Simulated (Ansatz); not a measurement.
ScAl₃:
```yaml
crystal:
  lattice:
    - [4.08581, 0.00000, 0.00000]
    - [0.00000, 4.08581, 0.00000]
    - [0.00000, 0.00000, 4.08581]
  atoms:
    - { symbol: Sc, position: [0.00000, 0.00000, 0.00000] }
    - { symbol: Al, position: [0.50000, 0.00000, 0.50000] }
    - { symbol: Al, position: [0.00000, 0.50000, 0.50000] }
    - { symbol: Al, position: [0.50000, 0.50000, 0.00000] }
```

Relaxed with r²SCAN.

**Question.** Tabulate the valence density and the electron localisation function along the shortest Al–Al contact (2.89 Å), r²SCAN (plane waves, PAW; program Ansatz).

**Answer.** 

```tsv
distance from Al (Å)	density (e/Å³)	ELF
0.29	0.06	0.04
0.43	0.08	0.03
0.58	0.12	0.12
0.72	0.17	0.34
0.87	0.21	0.56
1.01	0.22	0.67
1.16	0.22	0.70
1.30	0.21	0.70
1.44	0.21	0.70
1.59	0.21	0.70
1.73	0.22	0.70
1.88	0.22	0.67
2.02	0.21	0.56
2.17	0.17	0.34
2.31	0.12	0.12
2.46	0.08	0.03
2.60	0.06	0.04
```

The density is the valence pseudo-density with augmentation charge, so density and ELF within about 1 Å of a nucleus are not all-electron values.

Space group Pm-3m (Cu3Au type). The r²SCAN relaxation kept the symmetry of its start. The run is not spin-polarised.

Potentials: the earlier of the program's two PAW sets. The files were generated under PBE; for other functionals the program regenerates the frozen cores, and for LDA and PBEsol the local potential too.
